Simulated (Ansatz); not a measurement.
Method: DFT PBE, scalar-relativistic, plane waves, PAW (Ansatz). All cells share a 420 eV cutoff and Γ-centred k meshes spaced at most about 0.3 Å⁻¹ (about 0.25 or finer for metals, 2π included). No spin polarisation in the final relaxations.

All energies are static (0 K, no zero-point motion).

Compare these two cells of SbS₃, each relaxed at this level.

A.

```
CELL_PARAMETERS angstrom
4.23172 0.00000 0.00000
0.00000 4.23172 0.00000
0.00000 0.00000 4.23172
ATOMIC_POSITIONS crystal
Sb 0.00000 0.00000 0.00000
S 0.00000 0.50000 0.50000
S 0.50000 0.00000 0.50000
S 0.50000 0.50000 0.00000
```

B.

```
CELL_PARAMETERS angstrom
0.00000 3.34176 3.34176
3.34176 0.00000 3.34176
3.34176 3.34176 0.00000
ATOMIC_POSITIONS crystal
Sb 0.00000 0.00000 0.00000
S 0.25000 0.25000 0.25000
S 0.75000 0.75000 0.75000
S 0.50000 0.50000 0.50000
```

**Question.** Which is lower in energy, and by how much?

**Answer.** B is lower, by 175 meV/atom. A has Sb and S ordered on fcc sites, space group Pm-3m (No. 221), 18.9 Å³/atom and no gap on its mesh; B has the BiF3 (D0_3) type, space group Fm-3m (No. 225), 18.7 Å³/atom and no gap. Counting S atoms around Sb (those within 1.25 times the shortest such distance or 1.15 times the sum of covalent radii, 1.27 where that leaves under three; a plus sign parts nearer from farther groups; the shortest distance is added where it exceeds 1.18 times the sum of covalent radii), A has Sb 12 from 3.0 Å and B has Sb 8+6 from 2.9 Å. Even the lower one lies +0.58 eV/atom against the reference forms of the elements (uncorrected), so neither is stable at this level. In A, around Sb lie 12 S at 2.99 Å; around S lie 4 Sb at 2.99 Å and 8 S at 2.99 Å. In B, Sb has 8 S at 2.89 Å and 6 S at 3.34 Å; around S on a site of symmetry -43m lie 4 S at 2.89 Å, 4 Sb at 2.89 Å and 6 S at 3.34 Å; around S on a site of symmetry m-3m lie 8 S at 2.89 Å and 6 Sb at 3.34 Å. Both come from invented guesses. A third cell relaxed alike, in Im-3m, lies 299 meV/atom below the lower of the two.

These runs have no spin–orbit coupling, which can matter for Sb. In Pm-3m, Fm-3m an odd number of electrons in the primitive cell allows no gap without spin; a larger cell or a magnetic state could open one. A magnetic state wasn't ruled out in cells without spin, among them Pm-3m, Fm-3m. Cells relaxed within their symmetry can be saddle points.
